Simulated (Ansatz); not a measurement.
Total density of states per atom from DFT-r²SCAN in the program Ansatz with PAW potentials, in 0.25 eV bins, energy from the valence-band maximum:

```
E (eV) | states/eV/atom
    -7.85 |  0.00
    -7.60 |  0.00
    -7.35 |  0.00
    -7.10 |  0.00
    -6.85 |  0.00
    -6.60 |  0.00
    -6.35 |  0.00
    -6.10 |  0.00
    -5.85 |  0.00
    -5.60 |  0.06
    -5.35 | ######## 1.48
    -5.10 | ########## 1.70
    -4.85 | ######## 1.39
    -4.60 | ######### 1.66
    -4.35 | ######## 1.40
    -4.10 | ###### 1.07
    -3.85 | ####### 1.17
    -3.60 | ## 0.38
    -3.35 |  0.00
    -3.10 |  0.00
    -2.85 |  0.00
    -2.60 | ## 0.29
    -2.35 | # 0.24
    -2.10 | ### 0.54
    -1.85 | # 0.23
    -1.60 | ##### 0.80
    -1.35 | ## 0.42
    -1.10 | ## 0.43
    -0.85 | # 0.19
    -0.60 | # 0.09
    -0.35 | # 0.13
    -0.10 |  0.07
     0.15 |  0.00
     0.40 |  0.00
     0.65 |  0.00
     0.90 |  0.00
     1.15 | ### 0.59
     1.40 | #### 0.76
     1.65 | ##### 0.93
     1.90 | ####### 1.31
     2.15 | ########## 1.78
     2.40 | ############################## 5.34
```

Task: Pick the material that matches.
A. La3SbO3, C2/m (Pearson symbol mS28)
B. SiO2, P4_2/nmc (Si on 2a, O on 4d)
C. GePdS3, C2/m (Pearson symbol mS20)
D. PNO, I2_12_12_1 (P on 4c, N on 4a, O on 4b)

Result: A, La3SbO3, C2/m (Pearson symbol mS28). Top 1 eV of the valence band: Sb 5p 61 %, La 5d 21 %, La 4f 7 %. Bottom 1 eV of the conduction band: La 5d 54 %, La 4f 31 %. Projections are on Löwdin-orthogonalised atomic valence shells; empty p or d shells of many metals are not among them.

The first step of the workflow began from a Materials Project structure, measured or hypothetical; the Crystallography Open Database files this formula in space group No. 12, but the cells were not matched. Its standing as an ambient phase is unchecked. The r²SCAN relaxation kept the symmetry of its start; its stability against distortions is not shown here. Spin–orbit coupling is left out wherever it is not named.

Potentials: the later of the program's two PAW sets.
